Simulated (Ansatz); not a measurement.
Crystals of one structure type (zinc blende) and one family of elements, relaxed and computed with plane-wave PAW r²SCAN (Ansatz code).

```json
[
 {"crystal": "BN", "V (Å³/atom)": "5.88", "K_Hill (GPa)": "392"},
 {"crystal": "BAs", "V (Å³/atom)": "13.69", "K_Hill (GPa)": "141"},
 {"crystal": "GaP", "V (Å³/atom)": "20.25", "K_Hill (GPa)": "87.8"},
 {"crystal": "GaAs", "V (Å³/atom)": "22.74", "K_Hill (GPa)": "72.4"},
 {"crystal": "InP", "V (Å³/atom)": "25.76", "K_Hill (GPa)": "?"},
 {"crystal": "InAs", "V (Å³/atom)": "28.49", "K_Hill (GPa)": "57.8"},
 {"crystal": "GaSb", "V (Å³/atom)": "28.81", "K_Hill (GPa)": "53.6"}
]
```

Fit a straight line to ln K against ln V and predict the withheld value.

Least squares on the 6 shown rows: ln K = -1.24 × ln V + (8.180), with a scatter of 2 %. For InP this gives 63.5. The run itself gave 68.4, outside the scatter: the line misses something about this case.

All cells were relaxed under the symmetry of their starts (and spin orders); stability against distortions was not tested throughout. Scalar-relativistic: spin–orbit coupling is off unless named, which matters more the heavier the elements.

Potentials: the later of the program's two PAW sets.
